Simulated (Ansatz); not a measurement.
The start is a randomly generated symmetric cell of Ti (space group No. 38). The structure is fully relaxed (lattice and positions, P = 0) with r2SCAN (plane waves to 500 eV, PAW, scalar-relativistic; Ansatz, an electronic-structure program). The first steps use a coarse 5×10×10 k-mesh.

Starting cell:
```yaml
crystal:
  lattice:
    - [6.88244, 0.00000, 0.00000]
    - [0.00000, 2.58622, 2.22687]
    - [0.00000, -2.58622, 2.22687]
  atoms:
    - { symbol: Ti, position: [0.50000, 0.99182, 0.99182] }
    - { symbol: Ti, position: [0.00000, 0.12422, 0.12422] }
    - { symbol: Ti, position: [0.65503, 0.57569, 0.57569] }
    - { symbol: Ti, position: [0.34497, 0.57569, 0.57569] }
```

Outcome: The space group goes from Amm2 (No. 38) to P4/mmm (No. 123), with 4 atoms in the primitive cell
Energy released: 0.97 eV/atom
Shortest distances (start → end): The closest pairs of elements (up to four, under 3.6 Å), start → end: Ti–Ti 2.13 → 2.80 Å
Optimiser moves: 14

It ends as:

Space group P4/mmm (No. 123); a = b = 3.392 Å, c = 5.989 Å, α = β = γ = 90.00°

| atom | site | symmetry | x | y | z |
|---|---|---|---|---|---|
| Ti | 1b | 4/mmm | 0.0000 | 0.0000 | 0.5000 |
| Ti | 1a | 4/mmm | 0.0000 | 0.0000 | 0.0000 |
| Ti | 2h | 4mm | 0.5000 | 0.5000 | 0.2594 |

Final values are on a 14×14×8 k-mesh of the relaxed cell. The start holds a very short contact (Ti–Ti 2.13 Å). No spin polarisation in the result.

The run could not lose the symmetry of its start: the end is stationary, and may be a saddle point rather than a minimum.

The relaxed structure here is a generated cell of Ti: the first start was made by a random draw of sites in a space group, and the end was not matched to a known phase here, so it may be hypothetical. Known forms of Ti include space group No. 194.
